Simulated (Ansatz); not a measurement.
C:
```cif
data_C8
_chemical_formula_sum 'C8'
_space_group_name_H-M_alt 'P 1'
_space_group_IT_number 1
_cell_length_a 4.20750
_cell_length_b 4.20750
_cell_length_c 4.20750
_cell_angle_alpha 109.471
_cell_angle_beta 109.471
_cell_angle_gamma 109.471
loop_
_space_group_symop_operation_xyz
  'x, y, z'
loop_
_atom_site_label
_atom_site_type_symbol
_atom_site_fract_x
_atom_site_fract_y
_atom_site_fract_z
_atom_site_occupancy
C1 C 0.32547 0.32547 0.32547 1
C2 C 0.00000 0.00000 0.67453 1
C3 C 0.00000 0.67453 0.00000 1
C4 C 0.67453 0.00000 0.00000 1
C5 C 0.00000 0.00000 0.32547 1
C6 C 0.67453 0.67453 0.67453 1
C7 C 0.00000 0.32547 0.00000 1
C8 C 0.32547 0.00000 0.00000 1
```

Relaxed with r²SCAN.

Problem. Which orbitals make up the states near the band edges in DFT-r²SCAN in the program Ansatz with PAW potentials?

Solution. Top 1 eV of the valence band: C 2p 97 %. Bottom 1 eV of the conduction band: C 2p 63 %, C 2s 30 %, outside the projected shells 7 %. Projections are on Löwdin-orthogonalised atomic valence shells; empty p or d shells of many metals are not among them.

Problem. Tabulate the density of states.

Solution. States/eV per cell of 8 atoms, in 0.25 eV bins, energy from the valence-band maximum.

```tsv
E (eV)	total	C 2p	C 2s
-7.85	2.79	2.59	0.17
-7.60	3.30	3.12	0.15
-7.35	4.19	4.03	0.13
-7.10	3.05	2.96	0.07
-6.85	0.77	0.76	0.01
-6.60	0.41	0.40	0.01
-6.35	0.33	0.31	0.02
-6.10	0.26	0.22	0.04
-5.85	0.52	0.45	0.08
-5.60	0.81	0.70	0.11
-5.35	1.28	1.12	0.15
-5.10	2.21	1.97	0.23
-4.85	4.21	3.82	0.37
-4.60	4.03	3.66	0.36
-4.35	2.69	2.47	0.21
-4.10	0.90	0.82	0.07
-3.85	0.95	0.85	0.09
-3.60	2.50	2.31	0.18
-3.35	3.80	3.44	0.35
-3.10	2.78	2.49	0.27
-2.85	1.77	1.60	0.16
-2.60	1.95	1.81	0.14
-2.35	2.74	2.55	0.17
-2.10	2.93	2.75	0.17
-1.85	3.03	2.84	0.18
-1.60	2.83	2.66	0.16
-1.35	1.95	1.85	0.09
-1.10	1.51	1.44	0.06
-0.85	1.13	1.08	0.04
-0.60	0.78	0.75	0.02
-0.35	0.32	0.31	0.00
-0.10	0.09	0.09	0.00
0.15	0.00	0.00	0.00
0.40	0.00	0.00	0.00
0.65	0.00	0.00	0.00
0.90	0.00	0.00	0.00
1.15	0.00	0.00	0.00
1.40	0.00	0.00	0.00
1.65	0.00	0.00	0.00
1.90	0.00	0.00	0.00
2.15	0.00	0.00	0.00
2.40	0.00	0.00	0.00
2.65	0.00	0.00	0.00
2.90	0.00	0.00	0.00
3.15	0.25	0.15	0.09
3.40	1.53	0.95	0.49
3.65	1.86	1.17	0.56
3.90	1.23	0.79	0.36
4.15	1.39	0.92	0.37
4.40	1.94	1.32	0.46
4.65	2.23	1.52	0.51
4.90	3.02	2.07	0.65
5.15	3.19	2.17	0.69
5.40	2.66	1.85	0.54
5.65	2.32	1.61	0.45
5.90	1.80	1.26	0.30
6.15	0.66	0.51	0.08
6.40	0.52	0.42	0.06
6.65	0.96	0.78	0.11
6.90	2.16	1.69	0.29
7.15	2.26	1.73	0.33
7.40	2.31	1.74	0.33
7.65	3.30	2.41	0.45
7.90	3.00	2.06	0.50
```

Space group Im-3m. The start of the workflow was typed in or built on a structure type; neither database checked (COD, Materials Project) lists it. It is not the phase usual at ambient conditions (space group No. 194, 227). Symmetry was held in the r²SCAN relaxation; its stability against distortions is not shown here.

Potentials: the earlier of the program's two PAW sets.
